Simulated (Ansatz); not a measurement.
The calculation used Ansatz, DFT PBE, scalar-relativistic, plane waves, PAW. Settings: cutoff 420 eV, Γ-centred meshes spaced at most about 0.3 Å⁻¹, and about 0.25 Å⁻¹ or finer for metals (2π included), Gaussian smearing. No spin polarisation in the final relaxations.

Temperature and zero-point effects are left out.

Two forms of Li2H were relaxed alike.

1.

```
Li H
1.0
     1.36594   -2.73118    0.00000
     1.36594    2.73118    0.00000
     0.00000    0.00000    5.32306
Li H
2 1
Direct
  0.00000 0.00000 0.76191
  0.00000 0.00000 0.23809
  0.50000 0.50000 0.00000
```

2.

```
Li H
1.0
     1.27762   -5.65081    0.00000
     1.27762    5.65081    0.00000
     0.00000    0.00000    4.92947
Li H
4 2
Direct
  0.05011 0.94989 0.27011
  0.94989 0.05011 0.77011
  0.81571 0.18429 0.34586
  0.18429 0.81571 0.84586
  0.43708 0.56292 0.45903
  0.56292 0.43708 0.95903
```

Question: Which form is favoured at zero pressure, and by what margin per atom?

Answer: Cell 2 is lower, by 44 meV/atom. Cell 1 has space group Cmmm (No. 65), 13.2 Å³/atom and no gap on its mesh; cell 2 has space group Cmc2_1 (No. 36), 11.9 Å³/atom and no gap. Counting H atoms around Li (those within 1.25 times the shortest such distance or 1.15 times the sum of covalent radii; a slash parts the counts of unlike sites), cell 1 has Li 2 and cell 2 has Li 2/4. The denser one is the lower, and pressure would at first widen the difference. In cell 1, Li has 2 H at 1.86 Å, 1 Li at 2.53 Å and 3 Li at 2.73–2.79 Å; around H lie 4 Li at 1.86 Å. In cell 2, Li on its first site has 4 H at 2.00–2.03 Å and 6 Li at 2.56–2.71 Å; Li on its second site is surrounded by 2 H at 1.96 Å and 4 Li at 2.56–2.68 Å; H is surrounded by 6 Li at 1.96–2.03 Å. Both come from invented guesses.

With hydrogen, zero-point motion can shift such differences by 10 meV/atom or more. A magnetic state wasn't ruled out in cells without spin, among them Cmmm. With atoms moved at random, Cmc2_1 came back. Other cells relaxed within their symmetry can be saddle points.
